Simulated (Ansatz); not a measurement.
Starting structure, B put at a top Co site (CoSi2, Fm-3m (No. 225), (1 1 0) face):

```xyz
25
Lattice="7.5013 0.0000 0.0000 0.0000 5.3042 0.0000 0.0000 0.0000 24.6260" Properties=species:S:1:pos:R:3 pbc="T T T"
Co    1.8753    2.6521    8.5000
Co    5.6260    2.6521    8.5000
Si    3.7507    3.9782    8.5000
Si    0.0000    3.9782    8.5000
Si    3.7507    1.3261    8.5000
Si    0.0000    1.3261    8.5000
Co    3.7507    0.0000   10.3753
Co    0.0000    0.0000   10.3753
Si    5.6260    1.3261   10.3753
Si    1.8753    1.3261   10.3753
Si    5.6260    3.9782   10.3753
Si    1.8753    3.9782   10.3753
Co    5.6260    2.6521   12.2294
Co    1.8753    2.6521   12.2294
Si    0.0000    3.9958   12.2933
Si    3.7507    3.9958   12.2933
Si    0.0000    1.3084   12.2933
Si    3.7507    1.3084   12.2933
Co    0.0000    0.0000   14.1826
Co    3.7507    0.0000   14.1826
Si    1.8753    1.3525   14.1174
Si    5.6260    1.3525   14.1174
Si    1.8753    3.9518   14.1174
Si    5.6260    3.9518   14.1174
B     0.0000    0.0000   16.2826
```

Method: DFT PBE+D3(BJ), scalar-relativistic, plane waves, PAW (Ansatz). Cutoff 420 eV; k points 4×6×1 on the computed 25-atom cell (Γ-centred); Gaussian smearing, width 0.10 eV; no spin polarisation. The cell repeats along c with a dipole correction in the vacuum.

Atoms 1, 2, 3, 4, 5, 6, 7, 8, 9, 10, 11, 12 (counted from 1) are held. The cell is fixed. Force threshold 0.03 eV/Å.

```
step E − E_final (eV) largest force (eV/Å)
   1             0.609                 2.605
   2             0.224                 2.091
   3             0.093                 1.872
   4             0.042                 0.875
   5             0.001                 0.079
   6             0.000                 0.010
```

(1) What is the final structure?

The end is the local minimum or symmetric point that this start leads to. The slab is only 5.6 Å thick, so the energy isn't converged with thickness.

Spin polarisation was left out, and a magnetic state may lie lower. An atom lies near a switch of its D3 coefficient C6 between reference coordination numbers, so the dispersion energy changes steeply there and can make or shift the minimum.

## Answers

(1)
```
CELL_PARAMETERS angstrom
7.50131 0.00000 0.00000
0.00000 5.30423 0.00000
0.00000 0.00000 24.62599
ATOMIC_POSITIONS crystal
Co 0.25000 0.50000 0.34516
Co 0.75000 0.50000 0.34516
Si 0.50000 0.75000 0.34516
Si 0.00000 0.75000 0.34516
Si 0.50000 0.25000 0.34516
Si 0.00000 0.25000 0.34516
Co 0.50000 0.00000 0.42132
Co 0.00000 0.00000 0.42132
Si 0.75000 0.25000 0.42132
Si 0.25000 0.25000 0.42132
Si 0.75000 0.75000 0.42132
Si 0.25000 0.75000 0.42132
Co 0.75072 0.50000 0.49574
Co 0.24928 0.50000 0.49574
Si 0.00000 0.74773 0.49973
Si 0.50000 0.75177 0.49891
Si 0.00000 0.25227 0.49973
Si 0.50000 0.24823 0.49891
Co 0.00000 0.00000 0.57904
Co 0.50000 0.00000 0.57450
Si 0.25285 0.26410 0.57511
Si 0.74715 0.26410 0.57511
Si 0.25285 0.73590 0.57511
Si 0.74715 0.73590 0.57511
B 0.00000 0.00000 0.64987
```

Cost: 1 run of about 10 core-minutes, on Intel Xeon 6975P-C (Granite Rapids) (shared hosts).